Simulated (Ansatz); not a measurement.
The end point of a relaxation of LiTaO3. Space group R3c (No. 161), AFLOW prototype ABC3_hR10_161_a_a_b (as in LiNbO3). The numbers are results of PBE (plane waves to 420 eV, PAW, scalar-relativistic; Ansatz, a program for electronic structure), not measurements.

```xyz
10
Lattice="2.5959 1.4987 4.6407 -2.5959 1.4987 4.6407 0.0000 -2.9975 4.6407" Properties=species:S:1:pos:R:3 pbc="T T T"
Li     0.0000     0.0000     9.8243
Li     0.0000     0.0000     2.8633
Ta     0.0000     0.0000    13.7518
Ta     0.0000     0.0000     6.7908
O     -0.6322     1.4571     8.1503
O      1.5780    -0.1810     8.1503
O     -0.9457    -1.2761     8.1503
O      1.0179     1.3178     5.8299
O      0.6322    -1.5404     5.8299
O     -1.6502     0.2227     5.8299
```

Task: What is the computed band gap (PBE)?

Result: 3.80 eV, direct within 0.03 eV (at Γ) (no spin-orbit coupling).

Task: Estimate the smallest direct gap that PBE returns for this input.

Result: 3.82 eV at Γ.

No spin polarisation in the result.

The run could not lose the symmetry of its start; a randomly shaken copy of 10 atoms returns to this structure.

The first start was generated by placing the elements on the sites of a structure type. A measured structure of LiTaO3 has the same space group, R3c (No. 161); the sites were not compared with it.
